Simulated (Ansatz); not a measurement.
AlN (wurtzite)

```yaml
crystal:
  lattice:
    - [6.25960, 0.00000, 0.00000]
    - [-1.56490, 2.71049, 0.00000]
    - [0.00000, 0.00000, 5.01733]
  atoms:
    - { symbol: Al, position: [0.33333, 0.33333, 0.00337] }
    - { symbol: Al, position: [0.83333, 0.33333, 0.00337] }
    - { symbol: Al, position: [0.16667, 0.66667, 0.50337] }
    - { symbol: Al, position: [0.66667, 0.66667, 0.50337] }
    - { symbol: N, position: [0.33333, 0.33333, 0.62183] }
    - { symbol: N, position: [0.83333, 0.33333, 0.62183] }
    - { symbol: N, position: [0.16667, 0.66667, 0.12183] }
    - { symbol: N, position: [0.66667, 0.66667, 0.12183] }
```

The atoms are displaced by Q × the pattern below (from a DFPT mode at M = (0.5, 0.0, 0.0), largest move 1; Q in Å), at fixed cell. (q is in reciprocal vectors of the primitive cell; the cell shown is doubled to hold the pattern.)

| atom | x | y | z |
|---|---|---|---|
| Al1 | -0.852 | -0.492 | -0.182 |
| Al2 | 0.852 | 0.492 | 0.182 |
| Al3 | 0.852 | 0.492 | -0.182 |
| Al4 | -0.852 | -0.492 | 0.182 |
| N5 | -0.520 | -0.300 | 0.535 |
| N6 | 0.520 | 0.300 | -0.535 |
| N7 | 0.520 | 0.300 | 0.535 |
| N8 | -0.520 | -0.300 | -0.535 |

Level of theory: PBE (plane waves to 420 eV, PAW, scalar-relativistic; Ansatz, a quantum-chemistry and plane-wave program). k mesh 6×12×7 (Γ-centred), Fermi-Dirac smearing 0.05 eV. AlN was relaxed with its symmetry unable to fall. The PAW data are Ansatz's earlier set. 

```tsv
Q (Å)	−dE/dQ from forces (eV/Å)
-0.280	32.917
-0.233	28.087
-0.187	22.951
-0.140	17.517
-0.093	11.831
-0.047	5.963
0.000	0.000
0.047	-5.963
0.093	-11.831
0.140	-17.517
0.187	-22.951
0.233	-28.087
0.280	-32.917
```

Task: What harmonic wavenumber does the curvature at Q = 0 give?

Result: 492 cm⁻¹. E″ = 128.12 eV/Å², M = Σ mᵢ|uᵢ|² = 144.2 u, ν̃ = 521.5·√(|E″|/M).

(A displaced cell: forces are minus the slopes of the energy, force constants its curvatures, and phonons follow from these.)
